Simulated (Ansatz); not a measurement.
Starting structure, (001) slab as cut from the bulk (Tl, P6_3/mmc (No. 194)):

```
CELL_PARAMETERS angstrom
3.61243 0.00000 0.00000
-1.80621 3.12846 0.00000
0.00000 0.00000 26.13054
ATOMIC_POSITIONS crystal
Tl 0.33333 0.66667 0.28702
Tl 0.66667 0.33333 0.39351
Tl 0.33333 0.66667 0.50000
Tl 0.66667 0.33333 0.60649
Tl 0.33333 0.66667 0.71298
```

Computed with DFT PBE, scalar-relativistic, plane waves, PAW in Ansatz 0.2.0. Settings: cutoff 420 eV, Γ-centred mesh 12×12×1 on the computed 5-atom cell, Gaussian smearing of 0.10 eV; no spin polarisation. The cell repeats along c with a dipole correction in the vacuum.

All atoms are free. The cell is fixed. Force threshold 0.02 eV/Å.

(1) Where does it end?

Spin-orbit coupling is left out, which matters for the bands of heavy elements.

Answers

(1) The energy falls by 0.005 eV in 3 steps, to:

```yaml
crystal:
  lattice:
    - [3.61243, 0.00000, 0.00000]
    - [-1.80621, 3.12846, 0.00000]
    - [0.00000, 0.00000, 26.13054]
  atoms:
    - { symbol: Tl, position: [0.33333, 0.66667, 0.28984] }
    - { symbol: Tl, position: [0.66667, 0.33333, 0.39615] }
    - { symbol: Tl, position: [0.33333, 0.66667, 0.50000] }
    - { symbol: Tl, position: [0.66667, 0.33333, 0.60385] }
    - { symbol: Tl, position: [0.33333, 0.66667, 0.71016] }
```
